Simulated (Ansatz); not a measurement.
SnO:
```
CELL_PARAMETERS angstrom
      0.00000     2.73966     2.73966
      2.73966     0.00000     2.73966
      2.73966     2.73966     0.00000
ATOMIC_POSITIONS crystal
  O  0.75000 0.75000 0.75000
  Sn 0.00000 0.00000 0.00000
```

Relaxed with PBE. Special points in fractions of this cell's reciprocal vectors: Γ (0.000, 0.000, 0.000); X (0.500, 0.000, 0.500); U (0.625, 0.250, 0.625); K (0.375, 0.375, 0.750); L (0.500, 0.500, 0.500); W (0.500, 0.250, 0.750).

Question: List the band energies nearest the Fermi level at these points for PBE (plane waves, PAW; program Ansatz).

Answer: In eV from the Fermi level; about four levels below and three above (degenerate sets whole), none deeper than 8.9 eV; … stands for higher levels left out; points with the same levels are listed once.

| k | below | above |
|---|---|---|
| Γ | -6.20 -3.41 -3.41 -3.41 | … |
| X | -4.55 -4.55 -0.47 -0.14 | … |
| U | -7.46 -5.17 -4.32 -0.30 | 0.85 3.41 … |
| L | -7.72 -3.82 -3.82 -2.31 | 1.75 … |
| W | -7.42 -4.92 -4.89 | 0.05 1.45 2.60 |

Space group F-43m (zinc blende). The cell is a constructed one: a structure type filled with these elements; neither database checked (COD, Materials Project) lists it. It is not the phase usual at ambient conditions (space group No. 129). The PBE relaxation kept the symmetry of its start; whether a distortion lowers the energy is not shown. Scalar-relativistic: spin–orbit coupling is off unless named, which matters more the heavier the elements.

Potentials: the later of the program's two PAW sets.
